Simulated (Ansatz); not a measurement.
NbCo$_{2}$:
Space group Fd-3m, origin choice 1 (No. 227); a = 6.6455 Å, b = 6.6455 Å, c = 6.6455 Å, α = 90.00°, β = 90.00°, γ = 90.00°

```csv
atom,site,symmetry,x,y,z
Nb,8b,-43m,0.5000,0.5000,0.5000
Co,16c,.-3m,0.1250,0.1250,0.1250
```
(The calculation used a cell of 6 atoms; values per cell refer to that cell.)

This is the PBEsol-relaxed structure.

**Question.** All from DFT-PBEsol in the program Ansatz with PAW potentials, unless another level is named. Estimate the formation energy from the elements (no fitted shifts).

**Answer.** -0.20 eV/atom.

**Question.** Predict the density of states at the Fermi level.

**Answer.** 1.4 states/eV per atom (mean over ±0.08 eV).

The workflow started from a Materials Project entry (that database holds measured and hypothetical structures alike); the Crystallography Open Database files this formula in space group No. 227, but the cells were not matched. Its standing as an ambient phase is unchecked. The cell was relaxed with PBEsol under the symmetry of its start. At this level the phase is dynamically unstable (imaginary phonons). The workflow began spin-polarised and lost its moments. The references are the lowest solids computed at this level, not always the standard phases. Scalar-relativistic: spin–orbit coupling is off unless named, which matters more the heavier the elements.

Potentials: the later of the program's two PAW sets.
